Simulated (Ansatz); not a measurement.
## Zone-centre modes in TaO3

The calculation used DFT PBEsol, scalar-relativistic, plane waves, PAW (Ansatz 0.2.0). Cutoff 420 eV, Γ-centred 12×12×12 k-points, Gaussian smearing of 0.15 eV. Spin–orbit coupling is left out, which matters for the heavy elements here. Collinear spins, started from moments 0.0, 0.2, 0.2, 0.2 μB in atom order; the magnetic state may not be the lowest.

Zero of the scan (relaxed at this level; it needn't be the usual structure):

```
Ta O
1.0
     3.92325    0.00000    0.00000
     0.00000    3.92325    0.00000
     0.00000    0.00000    3.92325
Ta O
1 3
Direct
  0.50000 0.50000 0.50000
  0.00000 0.50000 0.50000
  0.50000 0.50000 0.00000
  0.50000 0.00000 0.50000
```

Harmonic modes by finite displacements of 0.02 Å, without the LO–TO term.

At this geometry, is the structure stable against these modes?

Yes: no mode is imaginary beyond 10 cm⁻¹, and only the three translations lie near zero.

List the wavenumbers in cm⁻¹.

0, 0, 0, 145, 145, 145, 188, 188, 188, 546, 546, 546.

Cost: 1 run of about 2.8 core-minutes, on Arm Neoverse V2 (shared hosts).